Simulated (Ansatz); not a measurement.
Below is a relaxed structure of Al4Cu. The cell was found from a structure generator's guess, not taken from experiment.

The calculation used DFT PBE, scalar-relativistic, plane waves, PAW (Ansatz 0.2.0). Cutoff 420 eV, Γ-centred mesh, Gaussian smearing, no spin polarisation.

```yaml
crystal:
  lattice:
    - [2.83616, 0.00000, 0.00000]
    - [-1.41808, 2.45618, 0.00000]
    - [0.00000, 0.00000, 22.23208]
  atoms:
    - { symbol: Al, position: [0.33333, 0.66667, 0.84159] }
    - { symbol: Al, position: [0.33333, 0.66667, 0.05321] }
    - { symbol: Al, position: [0.33333, 0.66667, 0.44679] }
    - { symbol: Al, position: [0.33333, 0.66667, 0.65841] }
    - { symbol: Al, position: [0.66667, 0.33333, 0.94679] }
    - { symbol: Al, position: [0.66667, 0.33333, 0.15841] }
    - { symbol: Al, position: [0.66667, 0.33333, 0.34159] }
    - { symbol: Al, position: [0.66667, 0.33333, 0.55321] }
    - { symbol: Cu, position: [0.33333, 0.66667, 0.25000] }
    - { symbol: Cu, position: [0.66667, 0.33333, 0.75000] }
```

Formation energies are uncorrected and refer to the elements' standard structures at the same level.

(1) What space group does it have?

(2) How far does it lie from the elements in energy?

(3) Is it a metal?

Results:

(1) P6_3/mmc (No. 194), with Al and Cu ordered on hcp sites. Conventional cell: a = 2.836 Å, c = 22.232 Å. Al on its first site is surrounded by 3 Cu at 2.61 Å and 9 Al at 2.84–2.86 Å; around Al on its second site lie 12 Al at 2.84–2.88 Å; around Cu lie 6 Al at 2.61 Å and 6 Cu at 2.84 Å.

(2) −0.01 eV/atom. The formation energy is too near zero to say whether this cell lies below the elements.

(3) Yes, bands cross the Fermi level on the 18×18×2 mesh.

The last run used an 18×18×2 mesh (in the run's order of axes) for its 10-atom cell and Gaussian smearing of 0.10 eV. For metals, differences of a few meV/atom aren't resolved. A structure relaxed within its symmetry needn't be a true minimum. Another cell of Al4Cu relaxed alike, in I4/mmm, lies 60 meV/atom lower, so this cell isn't the stable form at this level.
